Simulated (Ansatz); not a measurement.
A relaxed cell of BeZn2Se3 is given with its symmetry left out. The cell was found from a structure generator's guess, not taken from experiment.

The calculation used DFT PBE, scalar-relativistic, plane waves, PAW in Ansatz. Cutoff 420 eV, Γ-centred mesh, Gaussian smearing, no spin polarisation.

```cif
data_structure
_symmetry_space_group_name_H-M 'P 1'
_symmetry_Int_Tables_number 1
_cell_length_a 6.7729
_cell_length_b 6.7729
_cell_length_c 6.4466
_cell_angle_alpha 90.000
_cell_angle_beta 90.000
_cell_angle_gamma 120.000
_cell_volume 256.10
loop_
_atom_site_label
_atom_site_type_symbol
_atom_site_fract_x
_atom_site_fract_y
_atom_site_fract_z
_atom_site_occupancy
Be1 Be 0.66667 0.33333 0.49961 1
Be2 Be 0.33333 0.66667 0.49961 1
Zn1 Zn 0.34155 0.34155 0.00333 1
Zn2 Zn 0.00000 0.65845 0.00333 1
Zn3 Zn 0.65845 0.00000 0.00333 1
Zn4 Zn 0.00000 0.00000 0.49944 1
Se1 Se 0.35784 0.35784 0.38679 1
Se2 Se 0.00000 0.64216 0.38679 1
Se3 Se 0.64216 0.00000 0.38679 1
Se4 Se 0.66667 0.33333 0.84885 1
Se5 Se 0.33333 0.66667 0.84885 1
Se6 Se 0.00000 0.00000 0.88329 1
```

The zero of energy is the elements' standard structures at the same level; no fitted shifts are applied.

Question: Find its symmetry and describe it.

Answer: P31m (No. 157), with Be and Zn ordered on wurtzite sites. Conventional cell: a = 6.773 Å, c = 6.447 Å. Around Be lie 4 Se at 2.25–2.30 Å; Zn on a site of symmetry m has 4 Se at 2.44–2.47 Å; around Zn on a site of symmetry 3m lie 4 Se at 2.47–2.53 Å; Se on a site of symmetry m has 2 Be at 2.30 Å and 2 Zn at 2.47–2.53 Å; 2 more sites not described.

Question: How far does it lie from the elements in energy?

Answer: −0.712 eV/atom. It lies below the elements, which doesn't yet make it stable against other compounds or structures.

Question: Is it a metal?

Answer: No, the gap on the 6×6×4 mesh is 1.86 eV.

The last run used a 6×6×4 mesh (in the run's order of axes) for its 12-atom cell and Gaussian smearing of 0.02 eV. Kohn–Sham gaps at this level usually fall short of measured ones. The reference form of Se is held partly by dispersion forces, which this level lacks. A later test with randomly moved atoms came back to the same energy, though modes that don't fit the test's cell weren't probed.
